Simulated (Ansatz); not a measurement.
MgB₂ (AlB2 type, space group P6/mmm)

```xyz
3
Lattice="3.0674 0.0000 0.0000 -1.5337 2.6565 0.0000 0.0000 0.0000 3.5148" Properties=species:S:1:pos:R:3 pbc="T T T"
Mg     0.0000     0.0000     0.0000
B      0.0000     1.7710     1.7574
B      1.5337     0.8855     1.7574
```

The atoms are displaced by Q × the pattern below (from a DFPT mode at Γ, largest move 1; Q in Å), at fixed cell.

```json
[
 {"atom": "B2", "x": "0.000", "y": "0.000", "z": "1.000"},
 {"atom": "B3", "x": "0.000", "y": "0.000", "z": "-1.000"}
]
```

Atoms not listed stay in place.

The numbers are results of r2SCAN (plane waves to 500 eV, PAW, scalar-relativistic; Ansatz, a first-principles code), not measurements. k mesh 17×17×13 (Γ-centred), Fermi-Dirac smearing 0.05 eV. The energy includes the smearing's −TS. With partly filled bands, energies and forces of such displacements shift with the k mesh and the smearing. MgB2 was relaxed with its symmetry unable to fall. The zero of ΔE is the undisplaced structure.

Problem. Predict the ΔE (eV/cell) and −dE/dQ from forces (eV/Å) at Q (Å) = -0.083, -0.067, -0.050, -0.033, 0.017, 0.067.

Solution. 
| Q (Å) | ΔE (eV/cell) | −dE/dQ from forces (eV/Å) |
|---|---|---|
| -0.083 | 0.137 | 3.277 |
| -0.067 | 0.088 | 2.630 |
| -0.050 | 0.050 | 1.978 |
| -0.033 | 0.022 | 1.321 |
| 0.017 | 0.006 | -0.662 |
| 0.067 | 0.088 | -2.630 |

(For displaced atoms, the force is minus the slope of the energy, and its curvature is a force constant, which sets phonon frequencies.)
